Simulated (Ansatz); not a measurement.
# Al$_{6}$Co$_{5}$Ru: zone-centre modes

Computed with Ansatz 0.2.0, DFT PBE, scalar-relativistic, plane waves, PAW. Settings: 420 eV plane-wave cutoff, Γ-centred 14×14×4 mesh, Fermi-Dirac smearing of 0.15 eV. No spin polarisation. Phonons by linear response, acoustic sum rule imposed.

Relaxed structure:
```yaml
crystal:
  lattice:
    - [2.88931, 0.00000, 0.00000]
    - [0.00000, 2.88931, 0.00000]
    - [0.00000, 0.00000, 17.23698]
  atoms:
    - { symbol: Al, position: [0.00000, 0.00000, 0.74617] }
    - { symbol: Al, position: [0.00000, 0.00000, 0.91090] }
    - { symbol: Al, position: [0.00000, 0.00000, 0.08910] }
    - { symbol: Al, position: [0.00000, 0.00000, 0.25383] }
    - { symbol: Al, position: [0.00000, 0.00000, 0.41804] }
    - { symbol: Al, position: [0.00000, 0.00000, 0.58196] }
    - { symbol: Co, position: [0.50000, 0.50000, 0.82712] }
    - { symbol: Co, position: [0.50000, 0.50000, 0.17288] }
    - { symbol: Co, position: [0.50000, 0.50000, 0.33628] }
    - { symbol: Co, position: [0.50000, 0.50000, 0.66372] }
    - { symbol: Co, position: [0.50000, 0.50000, 0.50000] }
    - { symbol: Ru, position: [0.50000, 0.50000, 0.00000] }
```

It was reached by relaxing an invented guess, and it needn't be the stable form of this composition. In a metal, frequencies depend on the k mesh and the smearing, soft modes most.

Optical modes at Γ:
```csv
frequency (meV),degeneracy
10.2,2
11.1,2
14.9,1
16.1,1
18.9,2
20.3,2
24.1,2
25.6,1
27.4,1
30.4,1
35.0,2
36.5,2
36.6,2
38.6,2
38.6,2
39.4,2
39.7,1
41.0,1
43.1,1
45.4,1
47.8,1
49.1,1
```

All 33 optical modes at Γ are real: no displacement of atoms at fixed cell lowers the energy to second order. Strains and modes at other wave vectors aren't tested by this run.
